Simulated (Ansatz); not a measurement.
Bi2TeO2:
```cif
data_Bi2O2Te
_chemical_formula_sum 'Bi2 Te1 O2'
_space_group_name_H-M_alt 'P-3m1'
_space_group_IT_number 164
_space_group_name_Hall '-P 3 2"'
_cell_length_a 4.03594
_cell_length_b 4.03594
_cell_length_c 7.33040
_cell_angle_alpha 90.000
_cell_angle_beta 90.000
_cell_angle_gamma 120.000
loop_
_atom_site_label
_atom_site_type_symbol
_atom_site_symmetry_multiplicity
_atom_site_Wyckoff_symbol
_atom_site_fract_x
_atom_site_fract_y
_atom_site_fract_z
_atom_site_occupancy
Bi1 Bi 2 d 0.33333 0.66667 0.20163 1
Te1 Te 1 b 0.00000 0.00000 0.50000 1
O1 O 2 d 0.66667 0.33333 0.11438 1
```

Relaxed with PBEsol.

**Question.** Which orbitals make up the states near the band edges in the program Ansatz at the PBEsol level (PAW)?

**Answer.** Top 1 eV of the valence band: Te 5p 64 %, O 2p 19 %, Bi 6p 9 %, Bi 6s 5 %. Bottom 1 eV of the conduction band: Bi 6p 65 %, O 2p 10 %, Te 5p 9 %, O 2s 7 %. Projections are on Löwdin-orthogonalised atomic valence shells; empty p or d shells of many metals are not among them.

**Question.** Tabulate the density of states.

**Answer.** States/eV per cell of 5 atoms, in 0.25 eV bins, energy from the valence-band maximum.

| E (eV) | total | O 2p | Bi 6p | Te 5p |
|---|---|---|---|---|
| -7.85 | 0.12 | 0.00 | 0.01 | 0.00 |
| -7.60 | 0.00 | 0.00 | 0.00 | 0.00 |
| -7.35 | 0.00 | 0.00 | 0.00 | 0.00 |
| -7.10 | 0.00 | 0.00 | 0.00 | 0.00 |
| -6.85 | 0.00 | 0.00 | 0.00 | 0.00 |
| -6.60 | 0.00 | 0.00 | 0.00 | 0.00 |
| -6.35 | 0.13 | 0.06 | 0.05 | 0.01 |
| -6.10 | 0.53 | 0.27 | 0.21 | 0.04 |
| -5.85 | 1.14 | 0.63 | 0.41 | 0.07 |
| -5.60 | 1.66 | 0.89 | 0.57 | 0.16 |
| -5.35 | 2.83 | 1.52 | 0.90 | 0.34 |
| -5.10 | 4.46 | 2.47 | 1.30 | 0.52 |
| -4.85 | 3.28 | 1.96 | 0.88 | 0.29 |
| -4.60 | 2.47 | 1.50 | 0.66 | 0.20 |
| -4.35 | 4.19 | 2.51 | 1.08 | 0.41 |
| -4.10 | 3.97 | 2.42 | 0.97 | 0.34 |
| -3.85 | 3.76 | 2.32 | 0.96 | 0.33 |
| -3.60 | 3.52 | 2.39 | 0.79 | 0.23 |
| -3.35 | 3.52 | 2.36 | 0.74 | 0.25 |
| -3.10 | 2.38 | 1.65 | 0.42 | 0.19 |
| -2.85 | 2.17 | 1.47 | 0.35 | 0.25 |
| -2.60 | 2.19 | 1.47 | 0.26 | 0.34 |
| -2.35 | 4.87 | 3.71 | 0.29 | 0.59 |
| -2.10 | 1.63 | 1.05 | 0.14 | 0.33 |
| -1.85 | 2.77 | 1.09 | 0.30 | 1.18 |
| -1.60 | 2.49 | 0.89 | 0.22 | 1.17 |
| -1.35 | 3.65 | 1.25 | 0.29 | 1.59 |
| -1.10 | 6.19 | 2.02 | 0.36 | 2.97 |
| -0.85 | 3.84 | 0.85 | 0.31 | 2.36 |
| -0.60 | 2.45 | 0.41 | 0.24 | 1.63 |
| -0.35 | 1.38 | 0.14 | 0.17 | 1.01 |
| -0.10 | 0.51 | 0.02 | 0.07 | 0.41 |
| 0.15 | 0.00 | 0.00 | 0.00 | 0.00 |
| 0.40 | 0.00 | 0.00 | 0.00 | 0.00 |
| 0.65 | 0.01 | 0.00 | 0.01 | 0.00 |
| 0.90 | 0.34 | 0.02 | 0.24 | 0.02 |
| 1.15 | 1.50 | 0.14 | 0.99 | 0.12 |
| 1.40 | 2.69 | 0.29 | 1.72 | 0.26 |
| 1.65 | 1.94 | 0.27 | 1.22 | 0.16 |
| 1.90 | 1.21 | 0.22 | 0.75 | 0.08 |
| 2.15 | 0.91 | 0.16 | 0.60 | 0.04 |
| 2.40 | 2.86 | 0.50 | 1.91 | 0.13 |
| 2.65 | 3.87 | 0.70 | 2.57 | 0.17 |
| 2.90 | 4.09 | 0.79 | 2.70 | 0.12 |
| 3.15 | 3.28 | 0.66 | 2.18 | 0.10 |
| 3.40 | 1.58 | 0.32 | 1.04 | 0.05 |
| 3.65 | 1.21 | 0.17 | 0.77 | 0.15 |
| 3.90 | 2.55 | 0.34 | 1.51 | 0.39 |
| 4.15 | 3.08 | 0.39 | 1.76 | 0.53 |
| 4.40 | 2.36 | 0.28 | 1.35 | 0.44 |
| 4.65 | 3.48 | 0.37 | 1.69 | 0.53 |
| 4.90 | 4.12 | 0.45 | 2.12 | 0.74 |
| 5.15 | 4.16 | 0.47 | 2.15 | 0.68 |
| 5.40 | 3.05 | 0.37 | 1.55 | 0.42 |

The start of the workflow was typed in or built on a structure type; neither database checked (COD, Materials Project) lists it. Whether it is the stable phase at ambient conditions was not checked. The cell was relaxed with PBEsol under the symmetry of its start; whether a distortion lowers the energy is not shown. The volume moved by 21 % from the start of the relaxation. Scalar-relativistic: spin–orbit coupling is off unless named, which matters more the heavier the elements.

Potentials: the earlier of the program's two PAW sets. The files were generated under PBE; for other functionals the program regenerates the frozen cores, and for LDA and PBEsol the local potential too.
